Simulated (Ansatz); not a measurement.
A relaxation computed with Ansatz, from input to last step.

```yaml
crystal:
  lattice:
    - [4.4998168978, 0.0, 0.0]
    - [0.0, 4.4998168978, 0.0]
    - [0.0, 0.0, 2.9724879569]
  atoms:
    - { symbol: Mn, position: [0.0, 0.0, 0.0], spin: 3.05 }
    - { symbol: Mn, position: [0.5, 0.5, 0.5], spin: 3.05 }
    - { symbol: O, position: [0.3060895983, 0.3060895983, 0.0] }
    - { symbol: O, position: [0.1939104017, 0.8060895983, 0.5] }
    - { symbol: O, position: [0.6939104017, 0.6939104017, 0.0] }
    - { symbol: O, position: [0.8060895983, 0.1939104017, 0.5] }
basis:
  ecutwfc: 420
kpoints:
  mp_grid: { grid: [8, 8, 12] }
hamiltonian:
  xc: pbe
  hubbard: { sites: [{ species: Mn, l: d, u_eff: 3.9 }] }
scf:
  occupations: { method: gaussian, width: 0.1 }
output:
  forces: true
  stress: true
  eigenvalues: true
  populations: true
magnetization:
  spin_polarized: true
relax:
  adjacent_minimum: "off"
  f_tol: 0.01
  max_steps: 30
  cell: { stress_tol: 0.1, fix: [volume] }
```

```bash
ansatz run input.yaml --threads 2 --pin off --max-ram 5120MiB --backend cpu --events-out ev --progress --plain --runs-dir out
```

All numbers below come from DFT PBE+U, scalar-relativistic, plane waves, PAW (Ansatz).

The volume is held at 1.03 times that of the relaxed cell.

Of 4 frames 3 are shown, positions in Å and forces in eV/Å; the SCF threshold varies from step to step. Steps run on the plane waves of an earlier cell, with a Pulay correction in the pressure. The basis is chosen afresh for the last frame, the zero of the energies, and at times for earlier ones too; energy and pressure step there, also at an unchanged geometry.

```xyz
6
Lattice="4.4998 0.0000 0.0000 0.0000 4.4998 0.0000 0.0000 0.0000 2.9725" Properties=species:S:1:pos:R:3:forces:R:3 pbc="T T T" step=1 free_energy_over_end_meV_per_atom=0.06 pressure_GPa=-4.29
Mn    0.0000    0.0000    0.0000    0.0000    0.0000    0.0000
Mn    2.2499    2.2499    1.4862    0.0000    0.0000    0.0000
O     1.3773    1.3773    0.0000    0.0398    0.0398    0.0000
O     0.8726    3.6273    1.4862   -0.0398    0.0398    0.0000
O     3.1225    3.1225    0.0000   -0.0398   -0.0398    0.0000
O     3.6273    0.8726    1.4862    0.0398   -0.0398    0.0000
6
Lattice="4.4991 0.0000 0.0000 0.0000 4.4991 0.0000 0.0000 0.0000 2.9734" Properties=species:S:1:pos:R:3:forces:R:3 pbc="T T T" step=2 free_energy_over_end_meV_per_atom=0.02 pressure_GPa=-4.26
Mn    0.0000    0.0000    0.0000    0.0000    0.0000    0.0000
Mn    2.2496    2.2496    1.4867    0.0000    0.0000    0.0000
O     1.3780    1.3780    0.0000    0.0230    0.0230    0.0000
O     0.8715    3.6276    1.4867   -0.0230    0.0230    0.0000
O     3.1211    3.1211    0.0000   -0.0230   -0.0230    0.0000
O     3.6276    0.8715    1.4867    0.0230   -0.0230    0.0000
6
Lattice="4.5005 0.0000 0.0000 0.0000 4.5005 0.0000 0.0000 0.0000 2.9716" Properties=species:S:1:pos:R:3:forces:R:3 pbc="T T T" step=4 free_energy_over_end_meV_per_atom=0.00 pressure_GPa=-4.23
Mn    0.0000    0.0000    0.0000    0.0000    0.0000    0.0000
Mn    2.2502    2.2502    1.4858    0.0000    0.0000    0.0000
O     1.3795    1.3795    0.0000    0.0013    0.0013    0.0000
O     0.8708    3.6297    1.4858   -0.0013    0.0013    0.0000
O     3.1210    3.1210    0.0000   -0.0013   -0.0013    0.0000
O     3.6297    0.8708    1.4858    0.0013   -0.0013    0.0000
```

Time: 88 s on 2 threads of Arm Neoverse V1, on a shared host, peak memory 0.75 GiB.

The state reached may not be the lowest one. Moments started parallel, and an antiferromagnetic order may lie lower.